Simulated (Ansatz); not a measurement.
## Magnetic orders of Cr₂AsSe

These are results of DFT PBE, scalar-relativistic, plane waves, PAW (Ansatz), not measurements.

```cif
data_structure
_symmetry_space_group_name_H-M 'P 1'
_symmetry_Int_Tables_number 1
_cell_length_a 3.7662
_cell_length_b 3.7662
_cell_length_c 6.2344
_cell_angle_alpha 90.000
_cell_angle_beta 90.000
_cell_angle_gamma 120.000
_cell_volume 76.58
loop_
_atom_site_label
_atom_site_type_symbol
_atom_site_fract_x
_atom_site_fract_y
_atom_site_fract_z
_atom_site_occupancy
Cr1 Cr 0.00000 0.00000 0.74200 1
Cr2 Cr 0.00000 0.00000 0.25800 1
As1 As 0.66667 0.33333 0.50000 1
Se1 Se 0.33333 0.66667 0.00000 1
```

- plane-wave cutoff: 420 eV
- Γ-centred k-mesh: 12×12×8
- occupation rule: Gaussian smearing, 0.1 eV
- list of starting moments (μB, in atom order): 3 3 0 0
- check for lower electronic states after the SCF: off

Each order was relaxed in cell and atoms. A propagation vector, in units of the reciprocal vectors, doubles the cell, which takes an equally dense mesh. Site moments are spin moments in atom-centred spheres that scale with the neighbour distance. The states are those that the runs reached from these starts; a lower one can exist.

```tsv
start	ends	energy above lowest (meV/atom)	site moments (μB)	gap on mesh (eV)	volume (Å³/atom)
no spin	non-magnetic	226	none over 0.05	metal	14.60
ferromagnetic	ferromagnetic	8.34	Cr +2.99 (×2), As -0.16, Se -0.06	metal	17.44
antiferromagnetic, doubled cell, propagation vector (0, 0, 1/2)	antiferromagnetic	0.00	Cr +2.85 (×2), As -0.15, Cr -2.85 (×2), As +0.15	metal	17.07
```

Cost: 3 runs of about 13 core-minutes in all, on AMD EPYC 7B13 (Zen 3) (shared hosts).